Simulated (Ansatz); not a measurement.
## Mo (bcc, W type), map of one atom of the cell

Relaxed Mo (bcc, W type):

```yaml
crystal:
  lattice:
    - [-3.16074, 3.16074, 3.16074]
    - [1.58037, -1.58037, 1.58037]
    - [1.58037, 1.58037, -1.58037]
  atoms:
    - { symbol: Mo, position: [0.00000, 0.00000, 0.00000] }
    - { symbol: Mo, position: [0.50000, 0.00000, 0.00000] }
```

In this cell atom 1 (Mo, nearest neighbour Mo at 2.737 Å; its periodic images, 2.7 Å or more away, move with it) is moved by u·(0.707, 0.707, 0.000) + v·(0.000, 0.000, 1.000); the rest is frozen.

Level of theory: PBE (plane waves to 420 eV, PAW, scalar-relativistic; Ansatz, an electronic-structure program). k mesh 17×17×17 (Γ-centred), Fermi-Dirac smearing 0.05 eV. Energies are smeared free energies. Points where atoms come too close for the PAW data are left out (x in tables, blank in figures). With partly filled bands, energies and forces of such displacements shift with the k mesh and the smearing. Fu and Fv are the components of the force on the atom. Mo is run without spin polarisation. Mo was relaxed with its symmetry unable to fall. ΔE is measured from the undisplaced structure. Axes are in Å.

ΔE (meV/cell), with u across and v down:

| v \ u | -0.680 | -0.340 | 0.000 | 0.340 | 0.680 |
|---|---|---|---|---|---|
| -0.680 | x | x | 1899 | 1456 | 1184 |
| -0.340 | x | x | 536 | 586 | 1081 |
| 0.000 | x | 383 | 0 | 383 | x |
| 0.340 | 1081 | 586 | 536 | x | x |
| 0.680 | 1184 | 1456 | 1899 | x | x |

Fu (eV/Å), with u across and v down:

```csv
v \ u,-0.680,-0.340,0.000,0.340,0.680
-0.680,x,x,1.83,0.96,0.59
-0.340,x,x,0.68,-0.94,-1.79
0.000,x,2.31,0.00,-2.31,x
0.340,1.79,0.94,-0.68,x,x
0.680,-0.59,-0.96,-1.83,x,x
```

Summary:

```
Property                                                 Result
------------------------  -------------------------------------
Lowest place on the grid  u = 0.000 Å, v = 0.000 Å (0 meV/cell)
```

(A displaced cell: forces are minus the slopes of the energy, force constants its curvatures, and phonons follow from these.)
